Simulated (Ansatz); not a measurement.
Consider the following.

AlRu (CsCl type, Pm-3m), a = b = c = 2.9763 Å, α = β = γ = 90.00°.

This is the PBEsol-relaxed structure.

All from DFT-PBEsol in the program Ansatz with PAW potentials, unless another level is named. Give the formation energy from the elements (no fitted shifts).

-0.62 eV/atom.

Next, the density of states at the Fermi level?

0.79 states/eV per atom (mean over ±0.08 eV).

What about the gap with spin–orbit coupling?

none (metallic).

Symmetry was held in the PBEsol relaxation. No spin polarisation was allowed. The references are the lowest solids computed at this level, not always the standard phases. Spin–orbit coupling is left out wherever it is not named.

Potentials: the later of the program's two PAW sets.
